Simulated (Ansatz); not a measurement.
Ti2NOS, Janus MXene-type layer, relaxed and computed with two functionals in Ansatz (plane waves, PAW).

```tsv
functional	a (Å)	thickness (Å)
PBE	3.079	4.93
r²SCAN+D4	[?]	[?]
```

Problem. What belongs in the gaps?

Solution. 
- r²SCAN+D4, a (Å): 3.067
- r²SCAN+D4, thickness (Å): 4.89

Began spin-polarised and lost the moments: Ti2NOS, Janus MXene-type layer with PBE; Ti2NOS, Janus MXene-type layer with r²SCAN+D4. All cells were relaxed under the symmetry of their starts (and spin orders); stability against distortions was not tested throughout. Constructed layers (a layer type filled with these elements): Ti2NOS, Janus MXene-type layer; Ti2NOS, Janus MXene-type layer.

Potentials: the later of the program's two PAW sets.

Ansatz (a program for electronic structure) is a plane-wave DFT program.
